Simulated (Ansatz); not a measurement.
# Data sheet: V2Si (DFT)

V₂Si in space group P6_3/mmc (No. 194; Si on 2c, V on 2a, V on 2d), a = b = 4.2586 Å, c = 4.9920 Å, α = β = 90.00°, γ = 120.00°.

Space group P6_3/mmc (No. 194); conventional cell a = b = 4.259 Å, c = 4.992 Å, α = β = 90.00°, γ = 120.00°.

Method: DFT-PBE in the program Ansatz with PAW potentials. The cell and atoms are relaxed at this level. Other levels are named where they apply.

### Cell and energy

- Volume per atom = 13.07 Å³
- Density = 5.51 g/cm³
- Formation energy from the elements (no fitted shifts) = -0.36 eV/atom

### Electronic structure

* **Electronic character**: metallic (no gap)
* **Density of states at the Fermi level**: 1.3 states/eV per atom (mean over ±0.08 eV)

### Magnetism

- Magnetic order: non-magnetic (starting moments vanished)

### Mechanics

- Bulk modulus (Birch–Murnaghan fit): 188 GPa
- Pressure derivative B′: 4.1

A made-up cell: these elements were put on the sites of a structure type; neither database checked (COD, Materials Project) lists it. Its standing as an ambient phase is unchecked. Symmetry was held in the PBE relaxation; its stability against distortions is not shown here. The workflow began spin-polarised and lost its moments. The references are the lowest solids computed at this level, not always the standard phases.

Potentials: the later of the program's two PAW sets.
